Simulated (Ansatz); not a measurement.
Ta4O: how the energy converges with the cutoff

Ta4O, P4/mmm, a = 3.257 Å, c = 7.409 Å. The structure is a Materials Project entry; whether it is the stable form wasn't checked. Ansatz: PBEsol, PAW, cutoff varied, Γ-centred 12×12×6 mesh on 5 atoms, Gaussian smearing 0.10 eV; no spin polarisation. Single points at one geometry, the cutoff alone changed; ΔE is the energy at zero smearing over the run at 850 eV (runs within 0.3 meV/atom of it are left out). The runs up to 380 eV lie under the cutoff recommended for these PAW datasets.

| cutoff (eV) | ΔE (meV/atom) |
| --- | --- |
| 150 | 10675.01 |
| 200 | 2234.99 |
| 250 | 463.38 |
| 300 | 101.47 |
| 350 | ? |
| 380 | 8.82 |
| 420 | 2.16 |
| 460 | 0.79 |
| 520 | 0.54 |

Q: Assume ΔE falls exponentially with the cutoff, fit y = ln ΔE against x, the cutoff in eV, to the other rows, and predict the missing value.

A: y = 9.276, 7.712, 6.139, 4.620, 2.177, 0.770, -0.236, -0.616. Means x = 335.0, y = 3.7302; Σ(Δx)² = 120000, ΣΔxΔy = -3421; the slope is their ratio. y = 13.28 − 0.02851 x, a factor of ten per 81 eV. At 350 eV this gives ΔE = 27.15 meV/atom. The run gave 23.31, a ratio of 1.16. Between neighbouring rows the decay runs from a factor of ten per 65 eV to one per 363 eV, so one exponential is only a rough guide. The fast fall gives way to a slow tail.